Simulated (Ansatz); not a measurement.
Problem. Name crystals whose computed values (the program Ansatz at the HSE06 level (PAW)) fall in these windows: gap (eV) 0.14 to 0.19; B₀ by P(V) fit (GPa) 53 to 68.

Solution. 

| crystal | gap (eV) | B₀ by P(V) fit (GPa) |
|---|---|---|
| GeSe, rock salt | 0.17 | 61.6 |
Others may fit too.

Not the usual ambient phase: GeSe, rock salt. The cell was relaxed under the symmetry of its start. Scalar-relativistic: spin–orbit coupling is off unless named, which matters more the heavier the elements.

Potentials: the later of the program's two PAW sets.
